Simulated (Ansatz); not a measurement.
CdSe:
```
CdSe
1.0
    4.34669     0.00000     0.00000
   -2.17334     3.76434     0.00000
    0.00000     0.00000    14.18069
Cd Se
4 4
Direct
  0.00000   0.00000   0.00039
  0.00000   0.00000   0.50039
  0.66667   0.33333   0.75020
  0.33333   0.66667   0.25020
  0.00000   0.00000   0.81264
  0.00000   0.00000   0.31264
  0.66667   0.33333   0.56240
  0.33333   0.66667   0.06240
```

Relaxed with HSE06.

### Question
Give the Bader charges and basin volumes of the independent atoms, HSE06 in the plane-wave PAW code Ansatz.

### Answer


| atom | Bader charge (e) | Bader volume (Å³) |
|---|---|---|
| Cd1 | +0.83 | 22.2 |
| Cd3 | +0.83 | 22.6 |
| Se5 | -0.83 | 35.4 |
| Se7 | -0.83 | 35.7 |

Space group P6_3mc. A made-up cell: these elements were put on the sites of a structure type. Its sites differ from those of the usual phase in this space group: another stacking or structure type. Symmetry was held in the HSE06 relaxation; its stability against distortions is not shown here.

Potentials: the later of the program's two PAW sets.
